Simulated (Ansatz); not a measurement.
SiGe:
```yaml
crystal:
  lattice:
    - [3.96546, 0.00000, 0.00000]
    - [0.00000, 3.96227, 0.00000]
    - [0.00000, 0.00000, 11.20488]
  atoms:
    - { symbol: Si, position: [0.25000, 0.00000, 0.32073] }
    - { symbol: Si, position: [0.25000, 0.50000, 0.44007] }
    - { symbol: Si, position: [0.75000, 0.50000, 0.55993] }
    - { symbol: Si, position: [0.75000, 0.00000, 0.67927] }
    - { symbol: Ge, position: [0.25000, 0.00000, 0.80397] }
    - { symbol: Ge, position: [0.25000, 0.50000, 0.93489] }
    - { symbol: Ge, position: [0.75000, 0.50000, 0.06511] }
    - { symbol: Ge, position: [0.75000, 0.00000, 0.19603] }
```

Relaxed with PBE. Special points in fractions of this cell's reciprocal vectors: Γ (0.000, 0.000, 0.000); X (0.500, 0.000, 0.000); S (0.500, 0.500, 0.000); Y (0.000, 0.500, 0.000); Z (0.000, 0.000, 0.500); U (0.500, 0.000, 0.500); R (0.500, 0.500, 0.500); T (0.000, 0.500, 0.500).

Task: List the band energies nearest the valence-band maximum at these points for PBE in the plane-wave PAW code Ansatz.

Result: In eV from the valence-band maximum; about four levels below and three above (degenerate sets whole), none deeper than 8.9 eV; points with the same levels are listed once.

| k | below | above |
|---|---|---|
| Γ | -1.86 -0.09 -0.04 0.00 | 0.44 0.56 1.06 |
| X | -1.33 -1.33 -1.02 -1.02 | 0.67 0.67 1.99 1.99 |
| S | -2.93 -2.93 -2.92 -2.92 | 0.72 0.72 0.72 0.72 |
| Y | -1.35 -1.33 -1.33 -1.01 | 0.64 0.69 1.99 |
| Z | -1.04 -1.00 -0.72 -0.64 | 0.37 0.51 1.50 |
| U | -1.76 -1.76 -1.02 -1.02 | 1.60 1.60 1.76 1.76 |
| R | -3.32 -3.32 -3.31 -3.31 | 1.63 1.63 1.77 1.77 |
| T | -1.76 -1.43 -1.38 -1.01 | 1.64 1.67 1.68 |

Space group Pmma. The start of the workflow was typed in or built on a structure type; neither database checked (COD, Materials Project) lists it. Whether it is the stable phase at ambient conditions was not checked. The PBE relaxation kept the symmetry of its start; its stability against distortions is not shown here. Spin–orbit coupling is left out wherever it is not named.

Potentials: the later of the program's two PAW sets.
